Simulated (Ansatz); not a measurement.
Relaxed-ion elastic tensor of GaNi (CsCl type, Pm-3m) in GPa (Voigt order), plane-wave PAW PBEsol (Ansatz code); density 8.99 g/cm³, 11.86 Å³ per atom.

```csv
,1,2,3,4,5,6
1,198,165,165,0.0,0.0,0.0
2,165,198,165,0.0,0.0,0.0
3,165,165,198,0.0,0.0,0.0
4,0.0,0.0,0.0,95.4,0.0,0.0
5,0.0,0.0,0.0,0.0,95.4,0.0
6,0.0,0.0,0.0,0.0,0.0,95.4
```

Q: Is the crystal mechanically stable?

A: Yes: the smallest eigenvalue of C is 33.3 GPa.

Q: Work out the Voigt, Reuss and Hill averages.

A: K_V = 176, K_R = 176, K_H = 176; G_V = 63.9, G_R = 33.0, G_H = 48.4 GPa.

Q: Give Young's modulus, Poisson's ratio, Pugh's ratio and the universal anisotropy index.

A: E = 9KG/(3K + G) = 133 GPa; ν = 0.37; K/G = 3.64 (ductile by the Pugh limit of 1.75); A_U = 5G_V/G_R + K_V/K_R − 6 = 4.69.

Q: Estimate the sound speeds and the Debye temperature.

A: v_l = √((K + 4G/3)/ρ) = 5170 m/s, v_t = √(G/ρ) = 2320 m/s, mean 2620 m/s; Θ = (h/k)(3n/4πV)^(1/3) v_m = 342 K.

Q: Give the Zener ratio and Young's modulus along [100], [110] and [111].

A: A = 2C44/(C11 − C12) = 5.73; 1/E = S11 − 2(S11 − S12 − S44/2)Γ with Γ = 0, 1/4, 1/3 gives 48.4, 121, 242 GPa.

The workflow started from a Materials Project entry (that database holds measured and hypothetical structures alike); the Crystallography Open Database files this formula in space group No. 221, but the cells were not matched. Its standing as an ambient phase is unchecked. Symmetry was held in the PBEsol relaxation; of distortions, only those at the zone centre were tested. The run is not spin-polarised. As this level gives no gap, shear constants depend on the k-mesh and smearing (Fermi–Dirac, 0.1 eV here).

Potentials: the later of the program's two PAW sets.
